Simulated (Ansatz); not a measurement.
**What one resistivity implies**

Surface loss at microwave frequencies, Drude damping in the near infrared and electronic heat conduction all follow from the resistivity and the plasma energy of a metal. The reference row is fcc Al. Frequency 30 GHz, photon energy 1.2 eV, T = 300 K, Lorenz number 2.44×10⁻⁸ WΩ/K². All rows are cubic metals, run without spin polarisation.

Methods, by column (Ansatz, a plane-wave PAW program): resistivity, plasma energy, N(E_F): PBEsol, Boltzmann equation with harmonic phonons, 300 K, mean over directions.

Whether these are the forms stable at ambient conditions was not checked: Pt3Zn (Cu3Au type); LuZn (CsCl type); YZn (CsCl type); NbZn3 (Cu3Au type); LiZn (Fd-3m, cF16). Spin–orbit coupling is left out unless named.

The figures follow from the printed values by these rules: R_s = √(πfμ₀ρ) = 6.283 mΩ × √(f ρ); ħγ = ħε₀ω_p²ρ = 0.1345 meV × (ħω_p)² ρ; quality = ω/γ; κ_e = L₀T/ρ = 732/ρ.

Pt3Zn (Cu3Au type) has resistivity 14 μΩ·cm, plasma energy 6.4 eV, N(E_F) 0.95 states/eV/atom. That gives R_s = 6.283 × √(30 × 14) = 130 mΩ; ħγ = 0.1345 × 6.4² × 14 = 77.1 meV; Drude quality: 1200/77.1 = 16; κ_e = 732/14 = 52 W/(m·K).

NbZn3 (Cu3Au type) has resistivity 11 μΩ·cm, plasma energy 4.6 eV, N(E_F) 0.34 states/eV/atom. That gives R_s = 6.283 × √(30 × 11) = 110 mΩ; ħγ = 0.1345 × 4.6² × 11 = 31.3 meV; Drude quality: 1200/31.3 = 38; κ_e = 732/11 = 67 W/(m·K).

fcc Al, the reference, has resistivity 2.3 μΩ·cm, plasma energy 12.4 eV, N(E_F) 0.40 states/eV/atom. That gives R_s = 6.283 × √(30 × 2.3) = 52 mΩ; ħγ = 0.1345 × 12.4² × 2.3 = 47.6 meV; Drude quality: 1200/47.6 = 25; κ_e = 732/2.3 = 320 W/(m·K).

LuZn (CsCl type) has resistivity 30 μΩ·cm, plasma energy 4.7 eV, N(E_F) 0.85 states/eV/atom. By the same steps, surface resistance 190 mΩ, damping ħγ 89.1 meV, Drude quality 13, electronic κ 24 W/(m·K).

YZn (CsCl type) has resistivity 67 μΩ·cm, plasma energy 4.0 eV, N(E_F) 1.50 states/eV/atom. By the same steps, surface resistance 280 mΩ, damping ħγ 144 meV, Drude quality 8.3, electronic κ 11 W/(m·K).

LiZn (Fd-3m, cF16) has resistivity 7.2 μΩ·cm, plasma energy 7.9 eV, N(E_F) 0.30 states/eV/atom. By the same steps, surface resistance 92 mΩ, damping ħγ 60.4 meV, Drude quality 20, electronic κ 100 W/(m·K).

Ranking by Drude quality, highest first: NbZn3 (Cu3Au type) (38 ± 7.2), fcc Al (25 ± 4.7) ≈ LiZn (Fd-3m, cF16) (20 ± 3.7) ≈ Pt3Zn (Cu3Au type) (16 ± 3.0) ≈ LuZn (CsCl type) (13 ± 2.5), YZn (CsCl type) (8.3 ± 1.6). The ± follows from allowances picked for this note (resistivity 12 %, plasma energy 4 %, 12 % for the model), carried to first order and added in quadrature; ≈ joins neighbours closer than their two ± added in quadrature. 1 of the 5 others clearly beat the reference on this figure.

Pareto front for high Drude quality and high plasma energy: fcc Al (25, 12.4); NbZn3 (Cu3Au type) (38, 4.6). The reference is on the front.

Decision: NbZn3 (Cu3Au type) comes first by Drude quality, and NbZn3 (Cu3Au type) is on the front as well. This holds for the figure and assumptions above, and the caveats below decide whether it survives in a device.

Only phonon scattering is included, so films lose more. Interband absorption, often the larger optical loss, is outside the Drude quality. Resistivities move by up to 12 % from half the mesh. The rows are a sample of cubic metals; oxides, V to Ni (no spin in these runs) and Tl, Pb, Bi were not drawn. Limits of the draw: cubic metals without O, V to Ni, Tl, Pb or Bi. As a rule kept out of such tables: 4f compounds, open-shell compounds run without a Hubbard term, cells found unstable in the tests at hand, cells close to a higher symmetry, and runs set to a pressure or over 12 % in volume from the crystal's fullest run.
